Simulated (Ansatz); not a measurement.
## CuPt₇: reading a single point

```
Pt Cu
1.0
     0.00000    3.89574    3.89574
     3.89574    0.00000    3.89574
     3.89574    3.89574    0.00000
Pt Cu
7 1
Direct
  0.50000 0.50000 0.50000
  0.50000 0.00000 0.00000
  0.50000 0.00000 0.50000
  0.00000 0.50000 0.50000
  0.00000 0.50000 0.00000
  0.50000 0.50000 0.00000
  0.00000 0.00000 0.50000
  0.00000 0.00000 0.00000
```

Method: m-r2SCAN, no spin polarisation; PAW, plane waves to 500 eV, 8×8×8 Γ-centred mesh, fermi-dirac occupations (width 0.1 eV) (Ansatz 0.2.0), atoms fixed.

(1) How is the charge shared?

(2) What is the formation energy?

(3) Metal or insulator?

(4) Are the atoms at rest?

(5) What do density and ELF say about some of the short contacts?

Origin: a database entry at a rescaled volume. Caveats: many states at the Fermi level without spin polarisation, so a magnetic state may lie lower; m-r2SCAN is r2SCAN with a changed spin dependence that lowers moments.

Answers

(1) Bader charges in e: Cu +0.50, Pt -0.08 to -0.00. In the mean Cu gives up most and Pt takes most.

(2) -0.09 eV an atom against the elements' usual phases (free molecules for gases, crystals otherwise, with no correction for O₂ or N₂), so it is bound against them; other compounds may still compete. Relaxing would lower it.

(3) It is a metal, with about 9.6 states/eV a cell as the mean within 0.25 eV of the Fermi level, mostly Pt d (91 %).

(4) The forces vanish by the symmetry of the sites.

(5) Pt–Pt at 2.75 Å: least valence density 0.39 e/Å³ and ELF 0.28 there. Pt–Cu at 2.75 Å: least valence density 0.26 e/Å³ and ELF 0.18 there. Both are smooth PAW fields, read partly inside the augmentation spheres.
